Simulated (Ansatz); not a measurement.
Here is the system:

ZnCu2SnS4 (kesterite type, space group I-4)

```
ZnCu2SnS4
1.0
   -2.73424     2.73424     5.46757
    2.73424    -2.73424     5.46757
    2.73424     2.73424    -5.46757
Cu Zn Sn S
2 1 1 4
Cartesian
  0.00000   0.00000   0.00000
  0.00000   2.73424   2.73378
  2.73424   0.00000   2.73378
  0.00000   0.00000   5.46757
  1.41287   1.45634   4.05250
  1.32137   1.27789  -1.41507
  1.45634  -1.41287   6.88264
  1.27789   4.14711   1.41507
```

Equation-of-state scan: isotropic scaling of the cell above, V₀ being its volume. The atoms relax within the cell's symmetry.

These are PBE (plane waves to 420 eV, PAW, scalar-relativistic; Ansatz, a quantum-chemistry and plane-wave program) values and carry that method's errors. k mesh 9×9×9 (Γ-centred), Fermi-Dirac smearing 0.05 eV. Energies are smeared free energies. Stress and pressure are positive under compression. With the shape held, the modulus is that of even scaling; a crystal free to change shape is softer. At this level the bands of ZnCu2SnS4 touch or barely overlap; measurements give the solid a gap. The PAW data are Ansatz's earlier set. ZnCu2SnS4 is run without spin polarisation. ZnCu2SnS4 was relaxed with its symmetry unable to fall. ΔE is measured from the relaxed starting cell.

The scan covers V/V₀ from 0.900 to 1.100 in 9 points.

Question: What bulk modulus at fixed cell shape B₀ follows from a third-order Birch-Murnaghan fit?

Answer: 68.0 GPa.

Question: What is the fitted pressure derivative B₀′?

Answer: 4.8.

(A scan under strain: stresses follow from slopes of the energy per volume, elastic moduli from its curvatures.)
